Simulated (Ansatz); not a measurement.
ScAl3 (Cu3Au type)

```
ScAl3
1.0
    4.08581     0.00000     0.00000
    0.00000     4.08581     0.00000
    0.00000     0.00000     4.08581
Al Sc
3 1
Direct
  0.00000   0.50000   0.50000
  0.50000   0.50000   0.00000
  0.50000   0.00000   0.50000
  0.00000   0.00000   0.00000
```

In this cell atom 1 (Al, nearest neighbour Al at 2.889 Å; its periodic images, 4.1 Å or more away, move with it) is moved by u·(0.707, 0.707, 0.000) + v·(0.000, 0.000, 1.000); the rest is frozen.

Computed with r2SCAN (plane waves to 500 eV, PAW, scalar-relativistic; Ansatz, a first-principles code). k mesh 9×9×9 (Γ-centred), Fermi-Dirac smearing 0.05 eV. The energy includes the smearing's −TS. With partly filled bands, energies and forces of such displacements shift with the k mesh and the smearing. ScAl3 is run without spin polarisation. ScAl3 was relaxed with its symmetry unable to fall. ΔE is measured from the undisplaced structure. Axes are in Å.

```json
[
 {"ΔE (meV/cell)": "v = -0.430", "u = -0.430": "1384", "u = -0.287": "968", "u = -0.143": "727", "u = 0.000": "648", "u = 0.143": "727", "u = 0.287": "968", "u = 0.430": "1384"},
 {"ΔE (meV/cell)": "v = -0.287", "u = -0.430": "936", "u = -0.287": "565", "u = -0.143": "(withheld)", "u = 0.000": "284", "u = 0.143": "(withheld)", "u = 0.287": "565", "u = 0.430": "936"},
 {"ΔE (meV/cell)": "v = -0.143", "u = -0.430": "675", "u = -0.287": "328", "u = -0.143": "134", "u = 0.000": "(withheld)", "u = 0.143": "134", "u = 0.287": "328", "u = 0.430": "675"},
 {"ΔE (meV/cell)": "v = 0.000", "u = -0.430": "589", "u = -0.287": "250", "u = -0.143": "61", "u = 0.000": "0", "u = 0.143": "61", "u = 0.287": "250", "u = 0.430": "589"},
 {"ΔE (meV/cell)": "v = 0.143", "u = -0.430": "675", "u = -0.287": "328", "u = -0.143": "134", "u = 0.000": "(withheld)", "u = 0.143": "134", "u = 0.287": "328", "u = 0.430": "675"},
 {"ΔE (meV/cell)": "v = 0.287", "u = -0.430": "936", "u = -0.287": "565", "u = -0.143": "(withheld)", "u = 0.000": "284", "u = 0.143": "(withheld)", "u = 0.287": "565", "u = 0.430": "936"},
 {"ΔE (meV/cell)": "v = 0.430", "u = -0.430": "1384", "u = -0.287": "968", "u = -0.143": "727", "u = 0.000": "648", "u = 0.143": "727", "u = 0.287": "968", "u = 0.430": "1384"}
]
```

Problem. What belongs in the gaps?

Solution. 
- v = -0.287, u = -0.143: 353
- v = -0.287, u = 0.143: 353
- v = -0.143, u = 0.000: 71
- v = 0.143, u = 0.000: 71
- v = 0.287, u = -0.143: 353
- v = 0.287, u = 0.143: 353

(A displaced cell: forces are minus the slopes of the energy, force constants its curvatures, and phonons follow from these.)
